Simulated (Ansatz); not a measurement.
Os:
```yaml
crystal:
  lattice:
    - [2.71577, 0.00000, 0.00000]
    - [-1.35789, 2.35193, 0.00000]
    - [0.00000, 0.00000, 4.28979]
  atoms:
    - { symbol: Os, position: [0.33333, 0.66667, 0.75000] }
    - { symbol: Os, position: [0.66667, 0.33333, 0.25000] }
```

Relaxed with LDA. Special points in fractions of this cell's reciprocal vectors: Γ (0.000, 0.000, 0.000); M (0.500, 0.000, 0.000); K (0.333, 0.333, 0.000); A (0.000, 0.000, 0.500); L (0.500, 0.000, 0.500); H (0.333, 0.333, 0.500).

Problem. List the band energies nearest the Fermi level at these points for the program Ansatz at the LDA level (PAW).

Solution. In eV from the Fermi level; about four levels below and three above (degenerate sets whole), none deeper than 8.9 eV; … stands for higher levels left out; points with the same levels are listed once.

```tsv
k	below	above
Γ	-2.35 -2.35 -1.67 -1.67	0.05 …
M	-3.72 -2.97 -2.68 -1.98	2.07 2.66 2.79
K	-4.77 -3.57 -3.57 -1.43	1.48 1.48 2.10
A	-3.42 -3.42 -3.42 -3.42	…
L	-1.31 -1.31 -0.18 -0.18	2.42 2.42 …
H	-3.55 -3.55 -1.47 -1.47	1.62 1.62 …
```

Space group P6_3/mmc (hcp (Mg type)). The cell was relaxed with LDA under the symmetry of its start. The run is not spin-polarised. Spin–orbit coupling is left out wherever it is not named.

Potentials: the earlier of the program's two PAW sets.
